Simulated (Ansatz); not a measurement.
TiRh3:
```
CELL_PARAMETERS angstrom
     -1.91287     1.91287     3.77407
      1.91287    -1.91287     3.77407
      1.91287     1.91287    -3.77407
ATOMIC_POSITIONS crystal
  Rh 0.50000 0.50000 0.00000
  Rh 0.75000 0.25000 0.50000
  Rh 0.25000 0.75000 0.50000
  Ti 0.00000 0.00000 0.00000
```

Relaxed with PBEsol. Special points in fractions of this cell's reciprocal vectors: Γ (0.000, 0.000, 0.000); X (0.000, 0.000, 0.500); P (0.250, 0.250, 0.250); N (0.000, 0.500, 0.000); M (0.500, 0.500, -0.500); S (0.314, 0.686, -0.314); S0 (-0.314, 0.314, 0.314); R (-0.128, 0.128, 0.500); G (0.500, 0.500, -0.128).

Q: List the band energies nearest the Fermi level at these points for PBEsol (plane waves, PAW; program Ansatz).

A: In eV from the Fermi level; about four levels below and three above (degenerate sets whole), none deeper than 8.9 eV; points with the same levels are listed once.

```
k                          below           above
-  -----------------------------  --------------
Γ  -1.58 -1.58 -1.03 -0.84 -0.26  1.19 1.77 2.17
X        -1.65 -1.23 -0.90 -0.44  0.18 0.86 0.91
P        -1.21 -1.21 -0.96 -0.55  0.12 1.86 1.86
N        -1.85 -1.26 -1.10 -1.06  0.31 0.34 0.99
M        -0.84 -0.23 -0.23 -0.04  0.44 1.19 2.42
S        -1.10 -0.94 -0.66 -0.28  0.36 0.84 1.33
R        -0.97 -0.35 -0.25 -0.25  0.03 0.58 2.33
```

Space group I4/mmm. A made-up cell: these elements were put on the sites of a structure type; neither database checked (COD, Materials Project) lists it. COD files the formula under space group No. 221. Its standing as an ambient phase is unchecked. The cell was relaxed with PBEsol under the symmetry of its start; its stability against distortions is not shown here. The run is not spin-polarised. Spin–orbit coupling is left out wherever it is not named.

Potentials: the earlier of the program's two PAW sets. The files were generated under PBE; for other functionals the program regenerates the frozen cores, and for LDA and PBEsol the local potential too.
